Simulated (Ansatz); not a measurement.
Relaxed candidate structures of TaO2:

A. P6₃/mmc (No. 194), hP6; a = b = 3.0268 Å, c = 10.2810 Å, α = β = 90.00°, γ = 120.00°; O 4f (0.333, 0.667, 0.109); Ta 2a (0.000, 0.000, 0.000)

B. R-3m, hexagonal axes (No. 166), hR3; a = 3.0372 Å, b = 3.0372 Å, c = 14.0258 Å, α = 90.00°, β = 90.00°, γ = 120.00°; O 6c (0.000, 0.000, 0.246); Ta 3b (0.000, 0.000, 0.500)

Problem. Put the candidates in order of energy per atom, lowest first, for PBE-D3(BJ) (plane waves to 420 eV, PAW, scalar-relativistic; Ansatz, an electronic-structure program).

Solution. B (reference), A (+0.02 eV/atom)

Each run could gain symmetry but not lose that of its start, so entries can be saddle points. All of these are generated cells (placed on structure types, drawn at random, substituted or restacked) that were not matched to a known phase here. The real structure of this composition may not be among these, and whether this composition forms is not checked here. Energies are at zero temperature and pressure, without zero-point motion. Each cell has its own k-point mesh; energy differences are given only to the digits this allows. No spin polarisation in the result. The d or f electrons are treated with no Hubbard U.
